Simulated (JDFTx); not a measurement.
An input for a modified build of JDFTx (BH2 (SMILES [BH2]), charge 0, multiplicity 2, linear PCM (GLSSA13), carbon disulfide, no salt; bohr, hartree) and the course of its log:

```
lattice \
  18.4248297151 0.0000000000 0.0000000000 \
  0.0000000000 15.5902405282 0.0000000000 \
  0.0000000000 0.0000000000 14.1729459347
coords-type Cartesian
ion B 0.0012403246 -0.4773523333 0.0000000000 0
ion H 1.9730262250 0.4773523333 -0.0000000000 0
ion H -1.9730262250 0.4769523064 -0.0000000000 0
ion-species pseudo/b_pbe_v1.4.upf
ion-species pseudo/h_pbe_v1.4.upf
elec-cutoff 20 100
elec-ex-corr gga-PBE
symmetries none
elec-n-bands 3
spintype z-spin
elec-initial-magnetization 1 yes
electronic-scf nIterations 100 energyDiffThreshold 1e-8
fluid LinearPCM
pcm-variant GLSSA13
fluid-solvent CarbonDisulfide
fluid-minimize nIterations 400 knormThreshold 1e-11
wavefunction read s0.wfns 6
dump-name s6.$VAR
dump End State Ecomponents EigStats BandEigs Forces ElecDensity IonicPositions FluidDebug
```

```
[one cycle in 5 is shown, and the last three; fluid-solver lines are left out]
SCF: Cycle:  0   Etot: -3.901142311369800   dEtot: -7.154e-05   |Residual|: 1.162e-03   |deigs|: 5.443e-05
SCF: Cycle:  5   Etot: -3.901158886149538   dEtot: -1.697e-06   |Residual|: 8.286e-05   |deigs|: 5.685e-05
SCF: Cycle: 10   Etot: -3.901162062838560   dEtot: -5.441e-07   |Residual|: 1.157e-05   |deigs|: 1.038e-05
SCF: Cycle: 15   Etot: -3.901164991164214   dEtot: -1.225e-06   |Residual|: 4.784e-06   |deigs|: 1.986e-06
SCF: Cycle: 20   Etot: -3.901165957580429   dEtot: -1.746e-09   |Residual|: 1.186e-05   |deigs|: 2.181e-07
SCF: Cycle: 25   Etot: -3.901165124755246   dEtot: -4.659e-08   |Residual|: 1.372e-05   |deigs|: 4.111e-07
SCF: Cycle: 30   Etot: -3.901166066672712   dEtot: +6.232e-07   |Residual|: 1.092e-05   |deigs|: 1.118e-06
SCF: Cycle: 35   Etot: -3.901166125773411   dEtot: +8.984e-09   |Residual|: 1.117e-05   |deigs|: 1.954e-07
SCF: Cycle: 40   Etot: -3.901165923686807   dEtot: -2.139e-07   |Residual|: 3.856e-06   |deigs|: 9.294e-07
SCF: Cycle: 45   Etot: -3.901166907043217   dEtot: -2.043e-07   |Residual|: 4.573e-06   |deigs|: 4.130e-07
SCF: Cycle: 50   Etot: -3.901167461143971   dEtot: +5.227e-07   |Residual|: 7.653e-06   |deigs|: 5.172e-07
SCF: Cycle: 55   Etot: -3.901167122606517   dEtot: -1.823e-07   |Residual|: 4.545e-06   |deigs|: 3.138e-07
SCF: Cycle: 60   Etot: -3.901168391140756   dEtot: -4.591e-08   |Residual|: 5.814e-06   |deigs|: 1.945e-06
SCF: Cycle: 65   Etot: -3.901167640955340   dEtot: +7.381e-07   |Residual|: 7.174e-06   |deigs|: 8.917e-07
SCF: Cycle: 70   Etot: -3.901168586675415   dEtot: -3.774e-07   |Residual|: 4.395e-06   |deigs|: 9.331e-07
SCF: Cycle: 75   Etot: -3.901169338646959   dEtot: -1.006e-07   |Residual|: 4.972e-06   |deigs|: 1.780e-07
SCF: Cycle: 80   Etot: -3.901169671059643   dEtot: -1.493e-07   |Residual|: 5.771e-06   |deigs|: 4.370e-07
SCF: Cycle: 85   Etot: -3.901169622198999   dEtot: +2.740e-07   |Residual|: 7.833e-06   |deigs|: 1.559e-07
SCF: Cycle: 90   Etot: -3.901170616874050   dEtot: -4.576e-07   |Residual|: 7.304e-06   |deigs|: 9.316e-07
SCF: Cycle: 95   Etot: -3.901170681014633   dEtot: +1.857e-07   |Residual|: 1.296e-05   |deigs|: 3.418e-07
SCF: Cycle: 97   Etot: -3.901169201738719   dEtot: +1.207e-06   |Residual|: 1.365e-05   |deigs|: 2.374e-07
SCF: Cycle: 98   Etot: -3.901169212389795   dEtot: -1.065e-08   |Residual|: 1.425e-05   |deigs|: 1.037e-07
SCF: Cycle: 99   Etot: -3.901168965893448   dEtot: +2.465e-07   |Residual|: 1.512e-05   |deigs|: 1.287e-07
SCF: None of the convergence criteria satisfied after 100 iterations.
IonicMinimize: Iter:   0  Etot: -3.901168965893448  |grad|_K:  0.000e+00
IonicMinimize: Converged (|grad|_K<1.000000e-04).
```

This run gave no converged result. The loop ran out of cycles short of its threshold. It has stalled and not diverged: the last ten energies span 3e-06 Ha, so the total is near its end, but levels, forces and the chemical potential aren't shown converged.
